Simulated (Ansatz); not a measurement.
Space group Fm-3m (No. 225). a = 12.385 Å, b = 12.385 Å, c = 12.385 Å, α = 90.00°, β = 90.00°, γ = 90.00°
```
atom site symmetry x y z
   K    4b m-3m  0.5000  0.0000  0.0000
  Cs    8c      -43m  0.2500  0.2500  0.7500
  As    4a m-3m  0.0000  0.0000  0.0000
   I   24e      4m.m  0.2312  0.0000  0.0000
```

Equation of state of this Cs2KAsI6 structure (not necessarily the ground state), with shape and atoms relaxed at each volume where symmetry leaves them free. Method: DFT r2SCAN, scalar-relativistic, plane waves, PAW in Ansatz.

Cutoff 500 eV; k points 4×4×4 on the computed 10-atom cell (Γ-centred); Gaussian smearing, width 0.02 eV; no spin polarisation.

| V (Å³/atom) | E − E(largest V) (meV/atom) | P (GPa) | gap on mesh (eV) |
| --- | --- | --- | --- |
| 44.646 | 1.71 | 0.92 | 2.43 |
| 46.071 | -4.15 | 0.41 | 2.40 |
| 47.496 | -5.91 | 0.00 | 2.38 |
| 48.921 | -4.32 | -0.35 | 2.35 |
| 50.346 | 0.00 | -0.62 | 2.34 |

**Question.** Fit a third-order Birch–Murnaghan equation to E(V).

**Answer.** V0 = 47.49 Å³/atom, B0 = 13 GPa, B0' = 5.7.

Spin-orbit coupling is left out, which matters for the bands of heavy elements.

Cost: 5 runs of about 18 core-minutes in all, on Arm Neoverse V1 (shared hosts).